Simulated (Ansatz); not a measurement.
A geometry of SiNi away from equilibrium: step 2 of the relaxation of a relaxed SiNi cell displaced along its unstable phonon at q = (½, ½, 0) of its primitive reciprocal cell (106i cm⁻¹), largest move 0.15 Å. Computed with PBE (plane waves to 420 eV, PAW, scalar-relativistic; Ansatz, a program for electronic structure). Γ-centred k-mesh 9×9×7 on the run's cell (coarser than for final values), Fermi–Dirac smearing 0.05 eV.

```xyz
8
Lattice="7.4569 0.0000 0.0000 3.7284 3.7115 0.0000 0.0000 0.0000 4.8919" Properties=species:S:1:pos:R:3:forces:R:3 pbc="T T T" free_energy=-25901.486 pressure_GPa=-0.4
Si     7.4569     1.8557     0.1747    0.0000    0.0000    0.1822
Si     3.7284     1.8557    -0.1747    0.0000    0.0000   -0.1822
Si     1.8642     0.0000     2.4460    0.0000    0.0000    0.0000
Si     5.5927     0.0000     2.4460    0.0000    0.0000    0.0000
Ni     0.0000    -0.0940     1.2239    0.0000   -0.1664   -0.0294
Ni     3.7284     0.0940     1.2239    0.0000    0.1664   -0.0294
Ni     0.0000     0.0940     3.6681    0.0000    0.1664    0.0294
Ni     3.7284    -0.0940     3.6681    0.0000   -0.1664    0.0294
```

Positions in Å, forces in eV/Å, free energy of the cell in eV (comparable only within this code, potentials and settings). Largest force: 0.18 eV/Å, on Si1, Si2 (atoms numbered as listed); the geometry lies 0.14 eV/atom above the end of its relaxation.

No spin polarisation in the result. A magnetic state may lie lower.

The run could not lose the symmetry of its start, so the end can be a saddle point.

The end of the path is a generated cell of SiNi: the first start was made by placing the elements on the sites of a structure type, and the end was not matched to a known phase here, so it may be hypothetical. Known forms of SiNi include space group No. 62.
